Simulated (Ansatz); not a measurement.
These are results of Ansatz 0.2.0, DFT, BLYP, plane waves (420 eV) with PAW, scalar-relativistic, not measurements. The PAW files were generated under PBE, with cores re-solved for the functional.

An element in the bcc structure gives this curve. The cell is scaled uniformly from the relaxed one, with fractional coordinates and shape fixed. Energies are extrapolated to zero smearing, pressures are those at the given smearing. Magnetic state: spin not included.

```csv
V (Å³/atom),E − E₀ (meV/atom),P (GPa)
14.834,183.4,34.22
15.509,72.3,19.70
16.183,15.3,8.47
16.857,0.0,-0.20
17.532,17.0,-6.87
18.206,58.6,-11.97
18.880,119.0,-15.83
```

(1) Which element is it?
A. rhenium
B. platinum
C. osmium
D. aluminium

Results:

(1) B. Its fit is V₀ = 16.81 Å³/atom, B₀ = 193 GPa, B₀′ = 5.5.
